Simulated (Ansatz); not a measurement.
Computed with DFT PBE, scalar-relativistic, plane waves, PAW (Ansatz). All cells share a 420 eV cutoff and Γ-centred k meshes spaced at most about 0.3 Å⁻¹ (about 0.25 or finer for metals, 2π included). No spin polarisation in the final relaxations.

These are static total energies at zero pressure.

Compare these two cells of Na₃BPd, each relaxed at this level.

1.

Space group Pmm2 (No. 25). a = 4.802 Å, b = 6.190 Å, c = 3.991 Å, α = 90.00°, β = 90.00°, γ = 90.00°
```json
{"atom": "Na", "site": "1c", "symmetry": "mm2", "x": "0.5000", "y": "0.0000", "z": "0.7764"}
{"atom": "Na", "site": "2g", "symmetry": "m..", "x": "0.0000", "y": "0.2801", "z": "0.2779"}
{"atom": "B", "site": "1d", "symmetry": "mm2", "x": "0.5000", "y": "0.5000", "z": "0.2939"}
{"atom": "Pd", "site": "1d", "symmetry": "mm2", "x": "0.5000", "y": "0.5000", "z": "0.7936"}
```

2.

Space group Pm (No. 6). a = 4.053 Å, b = 5.020 Å, c = 11.455 Å, α = 90.00°, β = 90.94°, γ = 90.00°
```tsv
atom	site	symmetry	x	y	z
Na	1b	m	0.5237	0.5000	0.4993
Na	1b	m	0.0450	0.5000	0.0008
Na	1a	m	0.5092	0.0000	0.1496
Na	1a	m	0.0506	0.0000	0.6493
Na	1a	m	0.0506	0.0000	0.3505
Na	1a	m	0.5242	0.0000	0.8508
B	1b	m	0.2804	0.5000	0.2504
B	1b	m	0.2876	0.5000	0.7501
Pd	1b	m	0.7804	0.5000	0.2495
Pd	1b	m	0.7875	0.5000	0.7498
```

**Question.** Which would you expect to be lower, and how large is the difference?

**Answer.** Cell 2 is lower, by 48 meV/atom. Cell 1 has space group Pmm2 (No. 25), 23.7 Å³/atom and no gap on its mesh; cell 2 has space group Pm (No. 6), 23.3 Å³/atom and no gap. Counting Na or Pd atoms around B (for each partner element, those within 1.25 times its shortest distance or 1.15 times the sum of covalent radii, where it is the nearest in units of that sum or under 1.3; a plus sign parts groups by distance over the sum of covalent radii), cell 1 has B 2+4 and cell 2 has B 2+6. Even the lower one lies +0.16 eV/atom against the reference forms of the elements (uncorrected), so neither is stable at this level. In cell 1, Na on a site of symmetry mm2 is surrounded by 2 Pd at 3.10 Å, 8 Na at 3.57 Å, 4 B at 3.65–3.72 Å and 2 Na at 3.99 Å; B has 2 Pd at 1.99–2.00 Å, 4 Na at 2.76 Å and 4 Na at 3.65–3.72 Å; around Pd lie 2 B at 1.99–2.00 Å, 2 Na at 3.10 Å and 8 Na at 3.37–3.44 Å; 1 more site not described. In cell 2, Na on its first site has 2 B at 3.00–3.04 Å, 2 Pd at 3.05–3.06 Å and 8 Na at 3.57–3.73 Å; B on its first site has 2 Pd at 2.03 Å and 6 Na at 2.92–3.00 Å; Pd on its first site is surrounded by 2 B at 2.03 Å and 6 Na at 2.96–3.06 Å; 7 more sites not described. Both come from invented guesses.

Cells relaxed within their symmetry can be saddle points. The Pm cell of Na3BPd came from shaking the Pmm2 one.
